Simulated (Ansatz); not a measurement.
Field gradients of Si₃N₄ from run to run

Cell of run 1: a structure deposited in the COD.

Space group P6_3/m (No. 176); a = 7.6322, c = 2.9191 Å, γ = 120.00°.

```
site  Wyckoff  site symmetry       x       y       z
  Si       6h            m..  0.1952  0.7656  0.2500
  N7       2c           -6..  0.3333  0.6667  0.2500
  N9       6h            m..  0.3394  0.0362  0.2500
```

One atom of each set is listed.

Relaxed positions (PBE, cell held):

Si (0.1745, 0.7684, 0.2500)
N7 (0.3333, 0.6667, 0.2500)
N9 (0.3299, 0.0303, 0.2500)

All runs are DFT with Ansatz 0.2.0 (plane waves and PAW, scalar-relativistic unless spin–orbit coupling is named, Γ-centred meshes, Fermi–Dirac smearing where given) in this cell.

Run 1: PBE, atoms as given; 420 eV, 4×4×9 k-points, smearing 0.02 eV.
Run 2: PBE, atoms relaxed; 420 eV, 4×4×9 k-points, smearing 0.02 eV.
Run 3: r2SCAN, at the relaxed atoms; 500 eV, 4×4×9 k-points, smearing 0.02 eV.

```tsv
run	Si V_zz (η)	N7 V_zz (η)	N9 V_zz (η)
1	-4.44 (0.14)	-2.54 (0.00)	-6.02 (0.27)
2	?	?	?
3	0.96 (0.44)	-5.07 (0.00)	-5.04 (0.08)
```

V_zz in 10²¹ V/m².

Task: Estimate the row of run 2.

Result: Si: 0.96 (0.46); N7: -5.00 (0.00); N9: -5.06 (0.07). It lies nearest to run 3, from whose tensors on these sites it differs by 0.07 at most (largest principal value of the difference, on N7). Taken one at a time, the positions of the atoms (as given or relaxed) move the tensors on these sites by up to 3.75 (largest principal value of the change, on Si), the functional (r2SCAN with its higher cutoff) by 0.07 (N7). On some sites the largest principal value moves to another axis from run to run, and the sign of V_zz can flip with it.

The database positions were far from equilibrium, so the relaxed structure may not be the compound's real one. In run 1 the atoms aren't at the calculated equilibrium (largest force 9.4 eV/Å). The cell isn't the equilibrium one in run 1 (calculated pressure 11 GPa, with larger principal stresses), and the entry's cell may itself be off. Run 1: The database positions are far from the calculated equilibrium, so these values describe the entry as written and may be far from the real compound's.
